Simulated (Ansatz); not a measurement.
Task: Each is relaxed and computed with PBE (plane waves, PAW; program Ansatz). Which is the only one with a gap?
(A) BeS, NiAs type
(B) AlP, NiAs type
(C) GaP, NiAs type
(D) BAs, NiAs type

Result: A, BeS, NiAs type. BeS: gap 1.44 eV (indirect); GaP: metal; BAs: metal; AlP: metal. Constructed cells (a structure type filled with these elements, in neither database checked): GaP, NiAs type. Typed or built starts, not in the databases checked: BAs, NiAs type; AlP, NiAs type. Not the usual ambient phase: BeS, NiAs type; GaP, NiAs type; BAs, NiAs type; AlP, NiAs type. All cells were relaxed under the symmetry of their starts (and spin orders); stability against distortions was not tested throughout. Scalar-relativistic: spin–orbit coupling is off unless named, which matters more the heavier the elements.

Potentials: the earlier of the program's two PAW sets.
